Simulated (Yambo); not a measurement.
Yambo run on SiO2 (α-quartz, space group P3_121, No. 152). The wavefunctions are PBEsol (Quantum ESPRESSO, PseudoDojo norm-conserving, 84 Ry, no spin-orbit coupling) ones on a 3×3×4 mesh (24 occupied bands); a = b = 4.9150 Å, c = 5.4313 Å, α = β = 90.00°, γ = 120.00°.

Yambo input:

```
gw0
dyson
el_el_corr
HF_and_locXC
ppa
em1d
EXXRLvcs= 84 Ry
VXCRLvcs= 336 Ry
Chimod= "HARTREE"
% BndsRnXp
 1 | 213 |
%
NGsBlkXp= 8 Ry
% LongDrXp
 1.0 | 1.0 | 1.0 |
%
PPAPntXp= 27.2114 eV
% GbndRnge
 1 | 213 |
%
GTermKind= "BG"
DysSolver= "n"
ExtendOut
% QPkrange
 1 | 1 | 24 | 25 |
 7 | 7 | 24 | 24 |
%
```

k points by index: 1 = Γ, 7 = K.

Resulting energies as the program prints them:

```
#    K-point    Band    Eo [eV]    E [eV]    E-Eo [eV]    Vxc [eV]    Vnlxc [eV]    Sc|Eo [eV]    Sc|E [eV]    dSc/dw|Eo [eV]    Re(Z)    Im(Z)
#
    1    24    -0.307502    -2.057285    -1.749783    -19.30164    -25.14175    3.707523    4.090324    -5.952695    0.820507    -0.991894E-3
    1    25    5.866724    7.009638    1.142913    -11.17378    -6.614740    -3.246773    -3.416125    -4.031836    0.870953    -0.729436E-3
    7    24    0.000000    -1.696493    -1.696493    -19.85109    -25.66130    3.741688    4.113723    -5.967008    0.820153    -0.980181E-3
```
(The two width columns are left out.) Convergence of these settings isn't established.

Geometry of the Materials Project entry, not relaxed at this level.
